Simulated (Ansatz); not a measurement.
Consider the following.

PtRhN2:
```yaml
crystal:
  lattice:
    - [1.46095, 0.84348, 6.18090]
    - [-1.46095, 0.84348, 6.18090]
    - [0.00000, -1.68696, 6.18090]
  atoms:
    - { symbol: Rh, position: [0.50000, 0.50000, 0.50000] }
    - { symbol: Pt, position: [0.00000, 0.00000, 0.00000] }
    - { symbol: N, position: [0.89548, 0.89548, 0.89548] }
    - { symbol: N, position: [0.10452, 0.10452, 0.10452] }
```

This is the r²SCAN-relaxed structure.

Question: All from r²SCAN (plane waves, PAW; program Ansatz), unless another level is named. Predict the electronic character.

Answer: metallic (no gap).

Question: Give the formation energy from the elements (no fitted shifts).

Answer: 0.50 eV/atom.

Question: And the gap with spin–orbit coupling?

Answer: none (metallic).

Space group R-3m. The start of the workflow was typed in or built on a structure type; neither database checked (COD, Materials Project) lists it. Whether it is the stable phase at ambient conditions was not checked. The r²SCAN relaxation kept the symmetry of its start; its stability against distortions is not shown here. The workflow began spin-polarised and lost its moments. Its formation energy is positive at this level, so the cell may be metastable or incomplete. The references are the lowest solids computed at this level, not always the standard phases (solids in place of the gases). Scalar-relativistic: spin–orbit coupling is off unless named, which matters more the heavier the elements.

Potentials: the earlier of the program's two PAW sets.
